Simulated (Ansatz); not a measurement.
# CuSb₂ (CdI2-type structure)

The computed numbers are results of PBE, scalar-relativistic (no spin polarisation) in the plane-wave PAW code Ansatz at 420 eV, Γ-centred 10×10×8 mesh, 0.05 eV Gaussian smearing; PAW files: Ansatz's generated set soft_2.

```xyz
3
Lattice="4.0320 0.0000 0.0000 -2.0160 3.4918 0.0000 0.0000 0.0000 4.9606" Properties=species:S:1:pos:R:3 pbc="T T T"
Cu    0.0000    0.0000    0.0000
Sb    0.0000    2.3279    1.2841
Sb    2.0160    1.1639    3.6765
```

The structure was built from a prototype; whether the compound forms in it isn't claimed.

Which orbitals carry the states at the Fermi level, and how many states are there?

Within 0.1 eV of it: Sb 5p 84 %, Cu 3d 8 % (shares among the projected shells; no valence p shell of Cu is among them). The density of states at the Fermi level is about 1.4 states/eV per cell, averaged over 0.3 eV.

Density of states (tetrahedra, averaged over 0.5 eV; states/eV per cell of 3 atoms; energy in eV from the Fermi level; projections on Löwdin-orthogonalised atomic orbitals, summed over sites):

```
    E  total  Sb 5p  Cu 3d  Sb 5s  Cu 4s
-5.60    0.3    0.2    0.0    0.0    0.0
-5.10    1.5    1.0    0.2    0.1    0.2
-4.60    2.7    1.5    0.9    0.1    0.1
-4.10    4.5    1.2    3.1    0.1    0.1
-3.60    8.5    0.8    7.4    0.2    0.1
-3.10    6.1    0.6    5.1    0.2    0.1
-2.60    2.5    1.1    1.2    0.1    0.1
-2.10    2.0    1.3    0.5    0.1    0.0
-1.60    1.9    1.4    0.3    0.1    0.0
-1.10    1.5    1.2    0.2    0.1    0.0
-0.60    1.6    1.2    0.1    0.1    0.0
-0.10    1.4    1.1    0.1    0.1    0.0
 0.40    1.3    1.1    0.1    0.1    0.0
 0.90    1.6    1.3    0.1    0.1    0.0
 1.40    1.4    1.1    0.1    0.1    0.0
 1.90    1.4    1.1    0.1    0.0    0.0
 2.40    1.5    1.2    0.1    0.0    0.1
 2.90    1.3    1.1    0.1    0.0    0.0
 3.40    0.9    0.6    0.0    0.0    0.1
 3.90    1.0    0.4    0.0    0.0    0.2
```

The calculation's cell holds 49 valence electrons, an odd number. Without magnetic order each band takes two, so one stays part-filled and the crystal must be a metal. (Only strong correlation, outside this picture, could make a Mott insulator of it.)

Spin–orbit coupling, which matters for such heavy elements, is left out. Spin polarisation wasn't tried.
